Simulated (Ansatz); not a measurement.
Starting structure of a cell relaxation (symmetry kept):

```cif
data_structure
_symmetry_space_group_name_H-M 'C2/c'
_symmetry_Int_Tables_number 15
_cell_length_a 10.7170
_cell_length_b 6.6740
_cell_length_c 6.3072
_cell_angle_alpha 90.000
_cell_angle_beta 120.902
_cell_angle_gamma 90.000
_cell_volume 387.08
loop_
_atom_site_label
_atom_site_type_symbol
_atom_site_symmetry_multiplicity
_atom_site_Wyckoff_symbol
_atom_site_fract_x
_atom_site_fract_y
_atom_site_fract_z
_atom_site_occupancy
Ni1 Ni 8 f 0.57300 0.24471 0.64575 1
Ni2 Ni 4 c 0.25000 0.25000 0.00000 1
Ni3 Ni 8 f 0.17404 0.91332 0.08547 1
Ge1 Ge 4 e 0.50000 0.39695 0.25000 1
Ge2 Ge 8 f 0.34939 0.93415 0.95086 1
```

Method: Ansatz, DFT r2SCAN, scalar-relativistic, plane waves, PAW.

Plane waves to 500 eV, a k mesh through Γ of 8×8×8 on the computed 16-atom cell and Gaussian smearing (0.10 eV); no spin polarisation.

Task: What does it relax to?

Result: The volume goes up by 0.01 Å³/atom to 12.11 Å³/atom, and the energy changes by under 0.1 meV/atom. Final structure:
```
Ni Ge
1.0
     5.36278   -3.33668   -0.00133
     5.36278    3.33668   -0.00133
    -3.24318    0.00000    5.41287
Ni Ge
10 6
Cartesian
  5.6722 1.6278 0.7851
  3.4317 1.6278 1.9187
  1.8101 -1.6278 4.6251
  4.0507 -1.6278 3.4915
  1.0598 1.6683 2.7058
  2.6814 -1.6683 -0.0007
  -0.0324 -0.5780 3.1704
  5.8932 -0.5780 4.9463
  7.5148 0.5780 2.2399
  1.5892 0.5780 0.4639
  2.9304 2.6483 4.0583
  4.5520 -2.6483 1.3519
  2.2814 -0.4414 2.4410
  6.8225 -0.4414 0.2627
  5.2009 0.4414 2.9692
  0.6598 0.4414 5.1475
```

Cost: 1 run of about 71 core-minutes, on Intel Xeon Processor @ 2.50GHz (Skylake/Cascade Lake) (shared hosts).